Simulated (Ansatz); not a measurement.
# Ga₂O₃: Ga-69 nuclear quadrupole resonance

Cell: a computed structure from the Materials Project (it need not be an observed phase), its atoms then relaxed with PBE in this cell.

```cif
data_Ga2O3
_symmetry_space_group_name_H-M 'R-3c:H'
_symmetry_Int_Tables_number 167
_cell_length_a 4.9974
_cell_length_b 4.9974
_cell_length_c 13.4506
_cell_angle_alpha 90.000
_cell_angle_beta 90.000
_cell_angle_gamma 120.000
loop_
_atom_site_label
_atom_site_type_symbol
_atom_site_symmetry_multiplicity
_atom_site_Wyckoff_symbol
_atom_site_fract_x
_atom_site_fract_y
_atom_site_fract_z
Ga Ga 12 c 0.0000 0.0000 0.3559
O O 18 e 0.3333 0.3635 0.9167
```

One atom of each set is listed; the run and its k-mesh use a cell of 10 atoms with edges of 5.33, 5.33, 5.33 Å.

Computed with Ansatz: DFT, PBE, plane waves and PAW, scalar-relativistic, 420 eV cutoff, Γ-centred 7×7×7 k-points, Fermi–Dirac smearing 0.01 eV.

Ga-69: I = 3/2, Q = 171.0 mb (year-2017 value). Static lattice, zero field.

Question: At which frequencies do the Ga-69 NQR lines lie?

Answer: For I = 3/2 there is one line, ν = (|C_Q|/2)(1 + η²/3)^½.

| site | atoms | V_zz (10²¹ V/m²) | C_Q (MHz) | η | line frequencies (MHz) |
| --- | --- | --- | --- | --- | --- |
| Ga | 4 | 2.67 | 11.0 | 0.00 | 5.51 |

Question: And for ⁷¹Ga (I = 3/2, Q = 107.0 mb) on Ga?

Answer: C_Q scales with Q to 6.90 MHz, with lines at 3.45 MHz.

An axis of threefold or higher order runs through Ga, so V_zz lies along it and η is zero.

At this cell the PBE pressure is 8 GPa, so with PBE the cell would grow if it were relaxed. The entry's cell may itself be off.

The relaxation (4 steps) took 43 s of wall time (43 s of CPU time) and 0.49 GiB at its peak, on 1 thread of Arm Neoverse V2 (aarch64; 8 cores open to the job, memory cap 3.0 GiB, no GPU), a shared host with a load of 0.3 a core.
